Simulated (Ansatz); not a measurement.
**Ti₃Al: field gradients at two levels of theory**

Cell: a structure deposited in the COD, its atoms then relaxed with PBE in this cell.

Space group P6_3/mmc (No. 194); a = 5.7640, c = 4.6640 Å, γ = 120.00°.

| site | Wyckoff | site symmetry | x | y | z |
| --- | --- | --- | --- | --- | --- |
| Ti | 6h | mm2 | 0.8302 | 0.1698 | 0.2500 |
| Al | 2c | -6m2 | 0.3333 | 0.6667 | 0.2500 |

One atom of each set is listed.

First run. All values are calculated (Ansatz; DFT, PBE, plane waves and PAW, scalar-relativistic, 420 eV cutoff, Γ-centred 7×7×7 k-points, Fermi–Dirac smearing 0.05 eV), not measured.

| site | V_zz (10²¹ V/m²) | η |
| --- | --- | --- |
| Ti | -1.71 | 0.13 |
| Al | 0.061 | 0.00 |

Second run. The same atoms and settings, except that the functional is r2SCAN and the cutoff is 500 eV.

Problem. What does the second run give?

Solution. 

```json
{"site": "Ti", "V_zz": "-1.99", "η": "0.01", "change of V_zz": "-0.28"}
{"site": "Al", "V_zz": "0.070", "η": "0.00", "change of V_zz": "+0.01"}
```

The largest change of V_zz is on Ti, from -1.71 to -1.99.

With no gap above 0.1 eV, as in a metal, the gradients converge slowly in k; expect changes of a tenth or more on a denser mesh.
For the second run: With these PAW files V_zz is typically within 2 to 3 % of all-electron values, but misses above 10 % occur on Al.
